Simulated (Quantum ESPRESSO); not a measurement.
## Band energies of BaO

```
CELL_PARAMETERS angstrom
      0.00000     2.74277     2.74277
      2.74277     0.00000     2.74277
      2.74277     2.74277     0.00000
ATOMIC_POSITIONS crystal
  O  0.50000 0.50000 0.50000
  Ba 0.00000 0.00000 0.00000
```

norm-conserving PBEsol (Quantum ESPRESSO, 84 Ry, with spin-orbit coupling); path ΓXWKΓLUWLK,UX; energies in eV from the valence-band maximum.

| k (1/Å) | point | band 16 | band 17 | band 18 | band 19 | band 20 | band 21 | band 22 | band 23 |
|---|---|---|---|---|---|---|---|---|---|
| 0.00 | Γ | -0.55 | 3.51 | 3.51 | 4.61 | 4.61 | 4.61 | 4.61 | 4.70 |
| 0.52 |  | -0.49 | 2.96 | 2.96 | 5.04 | 5.04 | 6.42 | 6.42 | 6.52 |
| 1.15 | X | 0.00 | 1.79 | 1.79 | 6.06 | 6.06 | 8.35 | 8.35 | 9.06 |
| 1.72 | W | -0.18 | 4.39 | 4.39 | 4.40 | 4.40 | 6.96 | 6.96 | 9.33 |
| 2.12 | K | -0.20 | 3.23 | 3.23 | 6.31 | 6.31 | 7.12 | 7.12 | 8.20 |
| 2.43 |  | -0.45 | 4.84 | 4.84 | 5.23 | 5.23 | 6.82 | 6.82 | 7.43 |
| 3.03 |  | -0.60 | 4.20 | 4.20 | 4.38 | 4.38 | 4.90 | 4.90 | 5.35 |
| 3.34 | Γ | -0.55 | 3.51 | 3.51 | 4.61 | 4.61 | 4.61 | 4.61 | 4.70 |
| 3.54 |  | -0.68 | 3.94 | 3.94 | 4.45 | 4.45 | 4.79 | 4.79 | 4.85 |
| 4.13 |  | -1.58 | 4.68 | 4.68 | 6.79 | 6.79 | 6.89 | 6.89 | 7.14 |
| 4.33 | L | -1.67 | 4.88 | 4.88 | 7.19 | 7.19 | 7.26 | 7.26 | 7.31 |
| 4.63 |  | -1.20 | 4.74 | 4.74 | 5.80 | 5.80 | 7.37 | 7.37 | 8.20 |
| 5.03 | U | -0.20 | 3.23 | 3.23 | 6.31 | 6.31 | 7.12 | 7.12 | 8.20 |
| 5.23 |  | -0.20 | 3.53 | 3.53 | 5.55 | 5.55 | 7.03 | 7.03 | 8.86 |
| 5.44 | W | -0.18 | 4.39 | 4.39 | 4.40 | 4.40 | 6.96 | 6.96 | 9.33 |
| 5.84 |  | -0.97 | 4.71 | 4.71 | 5.23 | 5.23 | 7.70 | 7.70 | 7.96 |
| 6.25 | L | -1.67 | 4.88 | 4.88 | 7.19 | 7.19 | 7.26 | 7.26 | 7.31 |
| 6.33 |  | -1.64 | 4.87 | 4.87 | 6.78 | 6.78 | 7.25 | 7.25 | 7.69 |
| 6.86 |  | -0.29 | 3.57 | 3.57 | 6.03 | 6.03 | 7.32 | 7.32 | 7.96 |
| 6.95 | K | -0.20 | 3.23 | 3.23 | 6.31 | 6.31 | 7.12 | 7.12 | 8.20 |
| 6.95 | U | -0.20 | 3.23 | 3.23 | 6.31 | 6.31 | 7.12 | 7.12 | 8.20 |
| 7.35 | X | 0.00 | 1.79 | 1.79 | 6.06 | 6.06 | 8.35 | 8.35 | 9.06 |

The PBEsol gap is direct, 1.79 eV at X.

Geometry relaxed with PBEsol.
